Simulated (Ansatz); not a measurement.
Mo3Os (A15, Cr3Si type)

```yaml
crystal:
  lattice:
    - [4.91589, 0.00000, 0.00000]
    - [0.00000, 4.91589, 0.00000]
    - [0.00000, 0.00000, 4.91589]
  atoms:
    - { symbol: Mo, position: [0.25000, 0.00000, 0.50000] }
    - { symbol: Mo, position: [0.75000, 0.00000, 0.50000] }
    - { symbol: Mo, position: [0.50000, 0.75000, 0.00000] }
    - { symbol: Mo, position: [0.50000, 0.25000, 0.00000] }
    - { symbol: Mo, position: [0.00000, 0.50000, 0.75000] }
    - { symbol: Mo, position: [0.00000, 0.50000, 0.25000] }
    - { symbol: Os, position: [0.00000, 0.00000, 0.00000] }
    - { symbol: Os, position: [0.50000, 0.50000, 0.50000] }
```

The atoms are displaced by Q × the pattern below (from a DFPT mode at Γ, largest move 1; Q in Å), at fixed cell. It is one choice among 3 degenerate patterns.

```csv
atom,x,y,z
Mo3,0.000,0.000,-1.000
Mo4,0.000,0.000,1.000
Mo5,0.000,-1.000,0.000
Mo6,0.000,1.000,0.000
```

Atoms not listed stay in place.

These are LDA (plane waves to 420 eV, PAW, scalar-relativistic; Ansatz, a first-principles code) values and carry that method's errors. k mesh 10×10×10 (Γ-centred), Fermi-Dirac smearing 0.05 eV. The energy includes the smearing's −TS. With partly filled bands, energies and forces of such displacements shift with the k mesh and the smearing. Mo3Os is run without spin polarisation. Mo3Os was relaxed with its symmetry unable to fall. Spin-orbit coupling is left out, though Os is heavy. The zero of ΔE is the undisplaced structure. The last digit holds for this mesh only.

```csv
Q (Å),ΔE (meV/cell)
-0.2800,889.4
-0.2333,545.6
-0.1867,312.0
-0.1400,withheld
-0.0933,66.9
-0.0467,15.5
0.0000,0.0
0.0467,15.5
0.0933,66.9
0.1400,withheld
0.1867,312.0
0.2333,545.6
0.2800,889.4
```

### Question
Fit an even polynomial form (powers 2, 4, 6) to the given rows and predict ΔE at Q = 0.1400.

### Answer
Least squares on the 11 given rows: ΔE = (7166)·Q² + (50330)·Q⁴ + (38040)·Q⁶, in meV/cell with Q in Å; root-mean-square residual 0.43 meV/cell. At 0.1400 the fit gives 160.1 meV/cell; the calculation gives 163.5 meV/cell, so the interpolation is off by -3.4 (-2.1 %). The quadratic term alone would give 140.5 meV/cell.

(A displaced cell: forces are minus the slopes of the energy, force constants its curvatures, and phonons follow from these.)
